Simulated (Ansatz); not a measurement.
A geometry of AlRu away from equilibrium: step 2 of the relaxation of a generated trial cell of AlRu in the AFLOW prototype AB_oP8_57_d_d (as in TlF). Level of theory: PBEsol (plane waves to 420 eV, PAW, scalar-relativistic; Ansatz, a quantum-chemistry and plane-wave program). Γ-centred k-mesh 7×7×8 on the run's cell (coarser than for final values), Fermi–Dirac smearing 0.05 eV. The plane waves were selected for a different cell earlier on the path.

```
AlRu
1.0
    5.13827     0.00000     0.00000
    0.00000     4.67747     0.00000
    0.00000     0.00000     4.43730
Ru Al
4 4
Cartesian
  1.50161   2.43156   1.10932
  1.50161   4.58465   3.32797
  3.63666   0.09282   1.10932
  3.63666   2.24591   3.32797
  4.34041   2.60241   1.10932
  4.34041   4.41380   3.32797
  0.79786   0.26367   1.10932
  0.79786   2.07506   3.32797
```

### Question
Give the Cartesian forces on all atoms (eV/Å).

### Answer
```tsv
atom	Fx	Fy	Fz
Ru1	4.68	2.05	0.00
Ru2	4.68	-2.05	0.00
Ru3	-4.68	2.05	0.00
Ru4	-4.68	-2.05	0.00
Al5	-0.53	-1.29	0.00
Al6	-0.53	1.29	0.00
Al7	0.53	-1.29	0.00
Al8	0.53	1.29	0.00
```

The path ends in Pbcm (No. 57). No spin polarisation in the result.

The run could not lose the symmetry of its start; a randomly shaken copy of 8 atoms returns to this structure.

The end of the path is a generated cell of AlRu: the first start was made by placing the elements on the sites of a structure type, and the end was not matched to a known phase here, so it may be hypothetical.
